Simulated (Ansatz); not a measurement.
One stationary structure of Ga2O3. Calculation: PBE (plane waves to 420 eV, PAW, scalar-relativistic; Ansatz, a program for electronic structure).

```xyz
10
Lattice="6.2280 -1.5416 0.0000 6.2280 1.5416 0.0000 -1.3917 0.0000 5.7101" Properties=species:S:1:pos:R:3 pbc="T T T"
Ga     0.0138     0.0000     4.5380
Ga    11.0505     0.0000     1.1722
Ga     7.7649     0.0000     1.7940
Ga     3.2994     0.0000     3.9161
O      1.8844     0.0000     0.6233
O      9.1799     0.0000     5.0869
O      1.3782     0.0000     3.2224
O      9.6861     0.0000     2.4877
O      5.8210     0.0000     1.4658
O      5.2433     0.0000     4.2444
```

Q: Determine the symmetry and give the standard cell with its independent sites.

A: Space group C2/m (No. 12); a = 12.4560 Å, b = 3.0833 Å, c = 5.8773 Å, α = γ = 90.00°, β = 103.70°

```csv
atom,site,symmetry,x,y,z
Ga,4i,m,0.0899,0.0000,0.7947
Ga,4i,m,0.1585,0.5000,0.3142
O,4i,m,0.1635,0.0000,0.1092
O,4i,m,0.1737,0.0000,0.5643
O,4i,m,0.4960,0.0000,0.2567
```

Q: Give the shortest distances between elements (the closest pairs, up to four, under 3.6 Å).

A: Ga–O 1.86 Å; O–O 2.65 Å; Ga–Ga 3.08 Å.

```json
{
 "volume_per_atom": "10.96 Å³",
 "density": "5.68 g/cm³",
 "band_gap": "2.01 eV, direct within 0.03 eV (at Γ) (no spin-orbit coupling)",
 "smallest_direct_gap": "2.04 eV at Γ"
}
```

No spin polarisation in the result.

The run could not lose the symmetry of its start; a randomly shaken copy of 10 atoms returns to this structure.

The first start was generated by placing the elements on the sites of a structure type. A measured structure of Ga2O3 has the same space group, C2/m (No. 12); the sites were not compared with it.
